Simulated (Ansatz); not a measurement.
The calculation used Ansatz 0.2.0, DFT PBE, scalar-relativistic, plane waves, PAW. Cutoff 420 eV, Γ-centred meshes of about 0.25 Å⁻¹ or finer for metals and 0.3 Å⁻¹ for insulators (2π included), Gaussian smearing. No spin polarisation.

Temperature and zero-point effects are left out.

Two forms of Bi₆Te were relaxed alike.

A.

```
CELL_PARAMETERS angstrom
0.00000 4.92386 4.92386
4.92386 0.00000 4.92386
4.92386 4.92386 0.00000
ATOMIC_POSITIONS crystal
Bi 0.50000 0.50000 0.00000
Bi 0.50000 0.00000 0.50000
Bi 0.00000 0.00000 0.50000
Bi 0.00000 0.50000 0.00000
Bi 0.00000 0.50000 0.50000
Bi 0.50000 0.00000 0.00000
Te 0.00000 0.00000 0.00000
```

B.

```
CELL_PARAMETERS angstrom
4.03891 2.33186 4.50785
-4.03891 2.33186 4.50785
0.00000 -4.66373 4.50785
ATOMIC_POSITIONS crystal
Bi 0.50000 0.50000 0.00000
Bi 0.00000 0.50000 0.50000
Bi 0.50000 0.00000 0.50000
Bi 0.00000 0.00000 0.50000
Bi 0.50000 0.00000 0.00000
Bi 0.00000 0.50000 0.00000
Te 0.00000 0.00000 0.00000
```

Task: Which would you expect to be lower, and how large is the difference?

Result: B is lower, by 14 meV/atom. A has space group Fm-3m (No. 225), 34.1 Å³/atom and no gap on its mesh; B has space group R-3m (No. 166), 36.4 Å³/atom and no gap. Counting Bi atoms around Te (those within 1.25 times the shortest such distance or 1.15 times the sum of covalent radii, 1.27 where that leaves under three; a plus sign parts nearer from farther groups; the shortest distance is added where it exceeds 1.18 times the sum of covalent radii), A has Te 12 from 3.5 Å and B has Te 6+6. The lower one is the more open, so pressure narrows the difference. Even the lower one lies +0.20 eV/atom against the reference forms of the elements (uncorrected), so neither is stable at this level. In A, Bi is surrounded by 8 Bi at 3.48 Å and 2 Te at 3.48 Å; around Te lie 12 Bi at 3.48 Å. In B, around Bi on its first site lie 4 Bi at 3.24 Å, 4 Bi at 4.04 Å and 2 Te at 4.04 Å; Bi on its second site is surrounded by 2 Te at 3.24 Å, 4 Bi at 3.24 Å and 4 Bi at 4.04 Å; Te has 6 Bi at 3.24 Å and 6 Bi at 4.04 Å. Both come from trial cells of a structure search, whose lowest cell (C2/m, 35.8 Å³/atom) lies 197 meV/atom below the lower of the two.

The k mesh leaves some 4 meV/atom of noise in the energy of each metallic cell. These runs have no spin–orbit coupling, which can matter for Bi and Te. Cells relaxed within their symmetry can be saddle points. Some types were kept out of the candidates beforehand, so the set may lack a known form.
